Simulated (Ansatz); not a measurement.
The cell below belongs to a search over invented structures; it isn't taken from experiment.

Input and command of a plane-wave DFT calculation in Ansatz:

```yaml
crystal:
  lattice:
    - [5.92897348, 0.0, 0.0]
    - [-2.96448674, 5.13464165, 0.0]
    - [0.0, 0.0, 4.61143609]
  atoms:
    - { symbol: Lu, position: [0.5, 0.0, 0.5] }
    - { symbol: Lu, position: [0.5, 0.5, 0.5] }
    - { symbol: Lu, position: [0.0, 0.5, 0.5] }
    - { symbol: Sn, position: [0.33333333, 0.66666667, 0.0] }
    - { symbol: Sn, position: [0.66666667, 0.33333333, 0.0] }
    - { symbol: F, position: [0.0, 0.0, 0.0] }
basis:
  ecutwfc: 420
kpoints:
  mp_grid: { grid: [3, 3, 3] }
hamiltonian:
  xc: pbe
scf:
  occupations: { method: gaussian, width: 0.15 }
  lower_state_search: "off"
output:
  forces: true
  stress: true
  eigenvalues: true
relax:
  adjacent_minimum: "off"
  f_tol: 0.08
  max_steps: 16
  cell: { stress_tol: 0.8 }
```

```bash
ansatz run input.yaml --threads 1 --pin off --max-ram 2560MiB --backend cpu --events-out ev --progress --plain --runs-dir out
```

Processor: Arm Neoverse V2, 1 thread, on a host shared with other jobs.

Q: Estimate time, memory and problem size.

A: About 84 s, peak memory 0.48 GiB. It solves 66 bands at 6 k points (after reduction by symmetry) with about 3979 plane waves (on the last cell), in 113 SCF iterations over 13 ionic steps.
